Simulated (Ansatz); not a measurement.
TiAl (CuAu type, space group P4/mmm)

```
TiAl
1.0
    2.82426     0.00000     0.00000
    0.00000     2.82426     0.00000
    0.00000     0.00000     4.07079
Al Ti
1 1
Direct
  0.50000   0.50000   0.50000
  0.00000   0.00000   0.00000
```

All values below come from PBE (plane waves to 420 eV, PAW, scalar-relativistic; Ansatz, a first-principles code). DFPT wavenumbers on a 16×16×12 k mesh, in cm⁻¹ and rounded to 5; i marks imaginary ones, q is in fractions of the reciprocal vectors of the cell shown, and the three acoustic modes at Γ are left out. The program warned that its band solver left a few bands short of their tolerance. TiAl is run without spin polarisation. TiAl was relaxed with its symmetry unable to fall.

Q: Is the structure dynamically stable at Γ, X = (0.5, 0.0, 0.0), M = (0.5, 0.5, 0.0), Z = (0.0, 0.0, 0.5)?

A: No imaginary mode at these points (lowest 150 cm⁻¹ at X = (0.5, 0.0, 0.0)); other wave vectors were not tested.

Q: List the wavenumbers at Γ, X = (0.5, 0.0, 0.0), M = (0.5, 0.5, 0.0), Z = (0.0, 0.0, 0.5), with degeneracies.

A: 
```csv
q,wavenumbers (cm⁻¹)
Γ,"265 (×2), 300"
"X = (0.5, 0.0, 0.0)","150, 210, 220, 265, 290, 295"
"M = (0.5, 0.5, 0.0)","270 (×2), 280, 300, 320 (×2)"
"Z = (0.0, 0.0, 0.5)","160, 180 (×2), 210 (×2), 285"
```
